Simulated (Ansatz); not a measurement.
KTaO₃ (cubic perovskite)

```
KTaO3
1.0
    4.02442     0.00000     0.00000
    0.00000     4.02442     0.00000
    0.00000     0.00000     4.02442
K Ta O
1 1 3
Direct
  0.00000   0.00000   0.00000
  0.50000   0.50000   0.50000
  0.00000   0.50000   0.50000
  0.50000   0.50000   0.00000
  0.50000   0.00000   0.50000
```

In each cell atom 1 (K, nearest neighbour O at 2.846 Å; its periodic images, 4.0 Å or more away, move with it) moves by s·(1.000, 0.000, 0.000) (along Cartesian x), the rest being held.

Level of theory: PBE (plane waves to 420 eV, PAW, scalar-relativistic; Ansatz, a first-principles code). k mesh 7×7×7 (Γ-centred), Fermi-Dirac smearing 0.05 eV. The energy includes the smearing's −TS. Compression counts positive. KTaO3 is run without spin polarisation. KTaO3 was relaxed with its symmetry unable to fall. Spin-orbit coupling is left out, though Ta is heavy. ΔE is measured from the undisplaced structure.

Problem. What ΔE (meV/cell) and P (GPa) does the calculation give at s (Å) = -0.280, -0.168, -0.056, 0.056, 0.168, 0.224?

Solution. 
| s (Å) | ΔE (meV/cell) | P (GPa) |
|---|---|---|
| -0.280 | 150.8 | 1.12 |
| -0.168 | 53.5 | 0.40 |
| -0.056 | 5.9 | 0.04 |
| 0.056 | 5.9 | 0.04 |
| 0.168 | 53.5 | 0.40 |
| 0.224 | 95.7 | 0.71 |

(A displaced cell: forces are minus the slopes of the energy, force constants its curvatures, and phonons follow from these.)
